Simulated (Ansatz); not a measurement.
Ge (diamond), relaxed with PBEsol (Ansatz, an electronic-structure program, plane waves, PAW): a = b = c = 5.675 Å, α = β = γ = 90.00°.

| Property | Value |
|---|---|
| gap (eV) | none |
| B₀ by P(V) fit (GPa) | 67.1 |
| K_Hill (GPa) | 67.2 |
| G_Hill (GPa) | 47.4 |
| highest Γ mode, no LO–TO term (cm⁻¹) | 282 |
| Θ_D (K) | 348 |

Problem. The same phase is relaxed and computed with r²SCAN in the same code. What are the cell and these values now?

Solution. a = b = c = 5.672 Å, α = β = γ = 90.00°.

gap (eV): 0.37
B₀ by P(V) fit (GPa): 71.0
K_Hill (GPa): 72.0
G_Hill (GPa): 55.8
highest Γ mode, no LO–TO term (cm⁻¹): 298
Θ_D (K): 376

All cells were relaxed under the symmetry of their starts (and spin orders); stability against distortions was not tested throughout. Scalar-relativistic: spin–orbit coupling is off unless named, which matters more the heavier the elements.

Potentials: the earlier of the program's two PAW sets. The files were generated under PBE; for other functionals the program regenerates the frozen cores, and for LDA and PBEsol the local potential too.

Ansatz is a plane-wave DFT program.
